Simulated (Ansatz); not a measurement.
# Pb: an elastic constant from a strain scan

Computed with DFT PBEsol, scalar-relativistic, plane waves, PAW in Ansatz. Cutoff 420 eV, Γ-centred 12×12×12 k-points, Gaussian smearing of 0.15 eV. Spin–orbit coupling is left out, which can shift energies with elements as heavy as these. No spin polarisation. Energies are free energies at this smearing, counted from the undisturbed cell; pressure is positive in compression.

Reference structure (as given, not relaxed at this level; it stands at 0.4 GPa; this diamond-type form isn't the usual structure):

```yaml
crystal:
  lattice:
    - [0.00000, 3.43900, 3.43900]
    - [3.43900, 0.00000, 3.43900]
    - [3.43900, 3.43900, 0.00000]
  atoms:
    - { symbol: Pb, position: [0.50000, 0.50000, 0.50000] }
    - { symbol: Pb, position: [0.75000, 0.75000, 0.75000] }
```

The cell is strained by ε times the Voigt pattern (0, 1, 0, 0, 0, 0) (xx, yy, zz, yz, xz, xy; engineering shear) with fractional coordinates fixed. The cell holds 2 atoms in V0 = 81.34 Å³. The stress column is τ = (1/V0) dE/dε, got from the stress tensor σ (compression positive) at each point as −det(1 + εP) σ : P(1 + εP)⁻¹, with P the pattern as a tensor.

```
      ε  ΔE (meV/atom)  τ (GPa)
-0.0400              ?        ?
-0.0200          4.242   -1.248
 0.0000          0.000   -0.432
 0.0100         -0.601   -0.044
 0.0300          1.059    0.688
```

**Question.** Which combination of elastic constants does this scan measure, and how large is it?

**Answer.** For small ε, τ = τ0 + Kε with K = pᵀCp, which for this pattern is C11 in the cubic axes. The parabola through τ at ε = -0.0200, 0 and 0.0100 has slope K = 39 GPa at zero. The energies per cell, E = NΔE, of the same two points give K = 2[E(ε₊)/ε₊ − E(ε₋)/ε₋]/[(ε₊ − ε₋)V0] = 40 GPa, in agreement.

**Question.** Predict the withheld row at ε = -0.0400 from the harmonic law, and compare.

**Answer.** ΔE = V0(τ0 ε + Kε²/2)/N = 12.397 meV/atom and τ = -2.01 GPa. The calculation gives 12.765 meV/atom and -2.12 GPa, a miss of 3.0 % of the harmonic energy, so the harmonic law still holds here.

In a metal these slopes depend on the k mesh and the smearing.